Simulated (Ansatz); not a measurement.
SiB₂Mo₂:
```cif
data_B4Mo4Si2
_chemical_formula_sum 'Si2 Mo4 B4'
_space_group_name_H-M_alt 'Cmmm'
_space_group_IT_number 65
_space_group_name_Hall '-C 2 2'
_cell_length_a 3.06201
_cell_length_b 11.18227
_cell_length_c 3.14113
_cell_angle_alpha 90.000
_cell_angle_beta 90.000
_cell_angle_gamma 90.000
loop_
_atom_site_label
_atom_site_type_symbol
_atom_site_symmetry_multiplicity
_atom_site_Wyckoff_symbol
_atom_site_fract_x
_atom_site_fract_y
_atom_site_fract_z
_atom_site_occupancy
Si1 Si 2 a 0.00000 0.00000 0.00000 1
Mo1 Mo 4 j 0.50000 0.13662 0.50000 1
B1 B 4 i 0.00000 0.20761 0.00000 1
```
(The calculation used a cell of 5 atoms; values per cell refer to that cell.)

Relaxed at zero pressure with DFT-PBE in the program Ansatz with PAW potentials.

**Question.** The volume is lowered by 3 % and shape and atoms relax at that volume. What pressure results, and how do the axes share the change?

**Answer.** 8.4 GPa; a -0.8 %, b -1.2 %, c -1.0 %; the energy rises by 8 meV/atom.

**Question.** Give the new structure.

**Answer.** 
Space group Cmmm (No. 65); a = 3.037 Å, b = 11.043 Å, c = 3.111 Å, α = 90.00°, β = 90.00°, γ = 90.00°

| atom | site | symmetry | x | y | z |
|---|---|---|---|---|---|
| Si | 2a | mmm | 0.0000 | 0.0000 | 0.0000 |
| Mo | 4j | m2m | 0.5000 | 0.1361 | 0.5000 |
| B | 4i | m2m | 0.0000 | 0.2069 | 0.0000 |

The phase is kept; no other phase was compared at this pressure.

The start of the workflow was typed in or built on a structure type; neither database checked (COD, Materials Project) lists it. Whether it is the stable phase at ambient conditions was not checked. The PBE relaxation kept the symmetry of its start; whether a distortion lowers the energy is not shown. No spin polarisation was allowed.

Potentials: the later of the program's two PAW sets.
